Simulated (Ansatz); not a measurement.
Bi: atoms shaken at random, then relaxed with the cell

All numbers below come from DFT, r2SCAN, PAW with Ansatz's default frozen-core files, scalar-relativistic (Ansatz 0.2.0).

Command: `ansatz run input.yaml --threads 1 --pin off --max-ram 2048MiB --backend cpu --events-out ev --progress --plain --runs-dir out` The run took about 230 s on 1 thread of a shared machine.

```yaml
crystal:
  lattice:
    - [4.53674, 0.0, 0.0]
    - [-2.26837, 3.9289320904, 0.0]
    - [0.0, 0.0, 5.19983]
  atoms:
    - { symbol: Bi, position: [0.3525523133, 0.6848425767, 0.26356841] }
    - { symbol: Bi, position: [0.6881814767, 0.3398521633, 0.73995911] }
kpoints:
  mp_grid: { grid: [6, 6, 5] }
scf:
  occupations: { method: fermi_dirac, width: 0.05 }
hamiltonian:
  xc: r2scan
  pseudopotentials: { kind: paw }
output:
  forces: true
  stress: true
  efg: { contact_densities: true }
  write_density: true
  write_potential: true
  elf: true
  volumetric_format: npy
relax:
  f_tol: 0.01
  max_steps: 80
  cell: {}
```

Spin–orbit coupling is left out, though it moves levels of the heavy atoms by tenths of an eV or more.

The geometry is COD entry 9017495, unchecked; take it as a test cell. The listed cell was then made from it by scaling, straining or moving an atom.

The cutoff is 500 eV; energies and pressures of the walk include the program's estimate of the Pulay term. The PAW files were made with PBE; their cores are remade for this functional.

Each frame lists the cell vectors (Å), then Cartesian positions (Å) and forces (eV/Å). Free energies count from the first step, -24820.8036 eV.

The walk took 8 evaluations in all; steps that aren't listed are left out.

Step 1: E = 0.0 meV, P = -7.64 GPa

```
cell 4.5367 0.0000 0.0000 -2.2684 3.9289 0.0000 0.0000 0.0000 5.1998
Bi    0.0460    2.6907    1.3705    -0.016   0.020   0.923
Bi    2.3512    1.3353    3.8477     0.016  -0.020  -0.923
```

Step 2: E = -601.1 meV, P = -6.15 GPa

```
cell 4.4498 -0.0010 -0.0011 -2.2258 3.8517 0.0020 -0.0013 0.0018 4.9464
Bi    0.0425    2.6399    1.3780     0.030  -0.042   1.390
Bi    2.3065    1.3077    3.5867    -0.030   0.042  -1.390
```

Step 3: E = -1201.3 meV, P = -1.06 GPa

```
cell 4.3861 0.0008 -0.0039 -2.1923 3.7990 0.0069 -0.0045 0.0065 4.7625
Bi    0.0484    2.5970    1.5085     0.084  -0.100   0.486
Bi    2.2654    1.3032    3.2737    -0.084   0.100  -0.486
```

Step 4:

```
cell 4.4064 0.0045 -0.0079 -2.1993 3.8225 0.0136 -0.0091 0.0128 4.8668
Bi    0.0711    2.5890    1.7237
Bi    2.2520    1.3454    3.1660
```

Step 5: E = -1223.4 meV, P = -0.21 GPa

```
cell 4.3910 0.0009 -0.0061 -2.1948 3.8027 0.0101 -0.0069 0.0094 4.7725
Bi    0.0534    2.5936    1.5494     0.044  -0.048   0.096
Bi    2.2606    1.3133    3.2441    -0.044   0.048  -0.096
```

Step 6: E = -1224.7 meV, P = -0.18 GPa

```
cell 4.3915 -0.0059 -0.0014 -2.2009 3.7954 0.0032 -0.0017 0.0033 4.8120
Bi    0.0573    2.5778    1.5672     0.013  -0.015   0.069
Bi    2.2562    1.3085    3.2635    -0.013   0.015  -0.069
```

Q: Give the energy and forces of step 4.

A: E = -1027.9 meV, P = 3.34 GPa, step rejected
```
Bi    0.0711    2.5890    1.7237    -0.198   0.251  -1.695
Bi    2.2520    1.3454    3.1660     0.198  -0.251   1.695
```

Q: How does the relaxation end?

A: It converges, with a = 4.381 Å, b = 4.382 Å, c = 4.820 Å, α = 89.90°, β = 90.05°, γ = 119.98° for the cell as listed; within 0.05 Å it has space group P-3m1; smaller departures are within what the tolerances leave open. The last solve (on a basis chosen afresh for the final cell, so its energy is not quite comparable) gives E = -1224.2 meV, P = -0.02 GPa:
```
cell 4.3814 0.0007 -0.0020 -2.1901 3.7951 0.0036 -0.0023 0.0034 4.8196
Bi    0.0605    2.5800    1.5755     0.004  -0.004   0.003
Bi    2.2529    1.3130    3.2627    -0.004   0.004  -0.003
```
